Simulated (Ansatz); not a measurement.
The cell below belongs to a search over invented structures; it isn't taken from experiment.

Input and command of a plane-wave DFT calculation in Ansatz:

```yaml
crystal:
  lattice:
    - [2.9481447355, 0.0, 0.0]
    - [-1.4740723677, 2.553168235, 0.0]
    - [0.0, 0.0, 28.613575827]
  atoms:
    - { symbol: Al, position: [0.6666666667, 0.3333333333, 0.6761311131] }
    - { symbol: Al, position: [0.0, 0.0, 0.7574089972] }
    - { symbol: Al, position: [0.3333333333, 0.6666666667, 0.8385815811] }
    - { symbol: Al, position: [0.3333333333, 0.6666666667, 0.5938175215] }
    - { symbol: Al, position: [0.3333333333, 0.6666666667, 0.0917440398] }
    - { symbol: Al, position: [0.6666666667, 0.3333333333, 0.1835713033] }
    - { symbol: Al, position: [0.0, 0.0, 0.0008384681] }
    - { symbol: Al, position: [0.0, 0.0, 0.2685823329] }
    - { symbol: Al, position: [0.6666666667, 0.3333333333, 0.921474661] }
    - { symbol: Al, position: [0.6666666667, 0.3333333333, 0.4300137337] }
    - { symbol: Al, position: [0.0, 0.0, 0.5128238619] }
    - { symbol: Al, position: [0.3333333333, 0.6666666667, 0.3485255763] }
    - { symbol: "N", position: [0.0, 0.0, 0.0672108258] }
    - { symbol: "N", position: [0.3333333333, 0.6666666667, 0.1575759841] }
basis:
  ecutwfc: 420
kpoints:
  mp_grid: { grid: [12, 12, 1] }
hamiltonian:
  xc: pbe
scf:
  occupations: { method: gaussian, width: 0.1 }
output:
  forces: true
  stress: true
  eigenvalues: true
relax:
  adjacent_minimum: "off"
  f_tol: 0.01
  max_steps: 80
  cell: { stress_tol: 0.05 }
```

```bash
ansatz run input.yaml --threads 1 --pin off --max-ram 2560MiB --backend cpu --events-out ev --progress --plain --runs-dir out
```

Processor: Intel(R) Xeon(R) Processor @ 2.70GHz, 1 thread, on a host shared with other jobs.

Question: Estimate time, memory and problem size.

Answer: About 110 s, peak memory 0.47 GiB. It solves 37 bands at 19 k points (after reduction by symmetry) with about 4077 plane waves (on the last cell), in 61 SCF iterations over 7 ionic steps.
